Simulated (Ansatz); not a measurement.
Data:

InAs (zinc blende)

```cif
data_AsIn
_chemical_formula_sum 'As1 In1'
_space_group_name_H-M_alt 'P 1'
_space_group_IT_number 1
_cell_length_a 4.37465
_cell_length_b 4.37465
_cell_length_c 4.37465
_cell_angle_alpha 60.000
_cell_angle_beta 60.000
_cell_angle_gamma 60.000
loop_
_space_group_symop_operation_xyz
  'x, y, z'
loop_
_atom_site_label
_atom_site_type_symbol
_atom_site_fract_x
_atom_site_fract_y
_atom_site_fract_z
_atom_site_occupancy
As1 As 0.25000 0.25000 0.25000 1
In1 In 0.00000 0.00000 0.00000 1
```

Equation-of-state scan: isotropic scaling of the cell above, V₀ being its volume. Symmetry pins the atoms to their sites.

Computed with PBE (plane waves to 420 eV, PAW, scalar-relativistic; Ansatz, a first-principles code). k mesh 10×10×10 (Γ-centred), Fermi-Dirac smearing 0.05 eV. Energies are smeared free energies. Compression counts positive. At this level the bands of InAs touch or barely overlap; measurements give the solid a gap. InAs was relaxed with its symmetry unable to fall. The zero of ΔE is the relaxed starting cell.

The scan covers V/V₀ from 0.840 to 1.160 in 9 points.

### Question
What is ΔE at V/V₀ = 1.160?

### Answer
86 meV/atom.

### Question
What pressure does the cell carry at V/V₀ = 0.840?

### Answer
12.8 GPa.

### Question
What is ΔE at V/V₀ = 0.840?

### Answer
160 meV/atom.

(Under strain, the slope of the energy per volume gives the stress and its curvature an elastic modulus.)
